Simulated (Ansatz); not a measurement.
SnO2:
```
SnO2
1.0
    4.82747     0.00000     0.00000
    0.00000     4.82747     0.00000
    0.00000     0.00000     3.23816
Sn O
2 4
Direct
  0.50000   0.50000   0.50000
  0.00000   0.00000   0.00000
  0.19343   0.80657   0.50000
  0.80657   0.19343   0.50000
  0.69343   0.69343   0.00000
  0.30657   0.30657   0.00000
```

Cartesian axes are those of the cell as given.

Question: Give the high-frequency dielectric tensor and the Born effective charge tensors of the independent atoms from DFPT, PBE in the plane-wave PAW code Ansatz.

Answer: 
ε∞:
```
4.76  0.00  0.00
0.00  4.76  0.00
0.00  0.00  5.04
```
Z* of atom 1 (Sn), rows: field, columns: displacement, in e:
```
 4.17  -0.55   0.00
-0.55   4.17   0.00
 0.00   0.00   4.57
```
Z* of atom 3 (O), rows: field, columns: displacement, in e:
```
-2.08   0.79   0.00
 0.79  -2.08   0.00
 0.00   0.00  -2.29
```

Static charges for comparison (Bader): Sn1 +2.47, O3 -1.23 e. Born charges measure polarisation by displacement and can exceed these by far.

Space group P4_2/mnm (rutile). Symmetry was held in the PBE relaxation; phonons on a q-mesh show no instability. Spin–orbit coupling is left out wherever it is not named.

Potentials: the later of the program's two PAW sets.
